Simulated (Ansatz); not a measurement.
Ga:
```
CELL_PARAMETERS angstrom
      2.21178    -3.74633     0.00000
      2.21178     3.74633     0.00000
      0.00000     0.00000     4.43395
ATOMIC_POSITIONS crystal
  Ga 0.65593 0.34407 0.41529
  Ga 0.34407 0.65593 0.58471
  Ga 0.84407 0.15593 0.91529
  Ga 0.15593 0.84407 0.08471
```

Relaxed with LDA. Special points in fractions of this cell's reciprocal vectors: Γ (0.000, 0.000, 0.000); Y (-0.500, 0.500, 0.000); C0 (-0.337, 0.663, 0.000); Σ0 (0.337, 0.337, 0.000); Z (0.000, 0.000, 0.500); A0 (0.337, 0.337, 0.500); E0 (-0.337, 0.663, 0.500); T (-0.500, 0.500, 0.500); S (0.000, 0.500, 0.000); R (0.000, 0.500, 0.500).

### Question
List the band energies nearest the Fermi level at these points for plane-wave PAW LDA (Ansatz code).

### Answer
In eV from the Fermi level; about four levels below and three above (degenerate sets whole), none deeper than 8.9 eV; points with the same levels are listed once.

```csv
k,below,above
Γ,-3.87 -1.82 -1.65 -0.75,0.95 1.09 1.10
Y,-4.14 -3.47 -1.70 -1.59,1.14 1.23 3.57
C0,-1.13 -1.08 -0.12 0.00,1.10 2.07 2.93
Z,-0.02 -0.02,0.03 0.03 0.12 0.12
A0,-6.20 -6.20 -3.81 -3.81,4.28 4.28 5.36 5.36
T,-1.35 -1.35 -0.94 -0.94,7.02 7.02 8.31 8.31
S,-3.48 -3.48 -1.44 -1.44,0.82 0.82 4.38 4.38
R,-6.49 -6.49 -1.59 -1.59,0.59 0.59 7.54 7.54
```

Space group Cmce (α-Ga). Symmetry was held in the LDA relaxation. Scalar-relativistic: spin–orbit coupling is off unless named, which matters more the heavier the elements.

Potentials: the later of the program's two PAW sets.
